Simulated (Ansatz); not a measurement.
# HfV2: do energies and stresses tell the same story?

Computed with DFT PBEsol, scalar-relativistic, plane waves, PAW in Ansatz 0.2.0.

Plane waves to 420 eV, a k mesh through Γ of 8×8×8 on the computed 6-atom cell and Gaussian smearing (0.10 eV); no spin polarisation.

Relaxed cell: Fd-3m, a = 7.218 Å, b = 7.218 Å, c = 7.218 Å, α = 90.00°, β = 90.00°, γ = 90.00°, 6 atoms in the primitive cell. Whether it is the stable form of this composition wasn't checked.

Energies at zero smearing and pressures from the stress tensor, at volumes with shape and atoms relaxed:
```json
{"V (Å³/atom)": "13.788", "E − E(first) (meV/atom)": "0.00", "P (GPa)": "25.38"}
{"V (Å³/atom)": "14.258", "E − E(first) (meV/atom)": "-62.57", "P (GPa)": "17.62"}
{"V (Å³/atom)": "14.728", "E − E(first) (meV/atom)": "-103.87", "P (GPa)": "10.87"}
{"V (Å³/atom)": "15.198", "E − E(first) (meV/atom)": "-126.60", "P (GPa)": "5.04"}
{"V (Å³/atom)": "15.668", "E − E(first) (meV/atom)": "-133.29", "P (GPa)": "0.00"}
{"V (Å³/atom)": "16.138", "E − E(first) (meV/atom)": "-126.20", "P (GPa)": "-4.34"}
{"V (Å³/atom)": "16.608", "E − E(first) (meV/atom)": "-107.27", "P (GPa)": "-8.09"}
{"V (Å³/atom)": "17.235", "E − E(first) (meV/atom)": "-66.41", "P (GPa)": "-12.33"}
```

**Question.** Check P = −dE/dV between neighbouring volumes, and get the bulk modulus from the pressures alone.

**Answer.** With 1 eV/Å³ = 160.2 GPa:
```csv
middle V (Å³/atom),−ΔE/ΔV (GPa),mean P (GPa)
14.023,21.327,21.499
14.493,14.077,14.244
14.963,7.749,7.953
15.433,2.280,2.518
15.903,-2.417,-2.171
16.373,-6.450,-6.217
16.922,-10.447,-10.213
```

The two differ by 0.25 GPa at most. The mean of two end pressures misses the average over a step by about ΔV² P″/12, up to 0.09 GPa here; with that taken off 0.19 GPa remains. The stress is the derivative of the free energy, not of the energy at zero smearing, and with free energies 0.00 GPa remains. Around V = 15.668 Å³/atom, the two neighbours give B = −V ΔP/ΔV = 15.668 × 9.38 / 0.940 = 156.3 GPa, against B0 = 156.7 GPa from the Birch–Murnaghan fit of the energies.

Spin-orbit coupling is left out, which matters for the bands of heavy elements.

A ferromagnetic start lost its moments in a first run, so spin was left out; other magnetic orders weren't tried.

Cost: 9 runs of about 3.4 core-minutes in all, on Arm Neoverse V1 (shared hosts).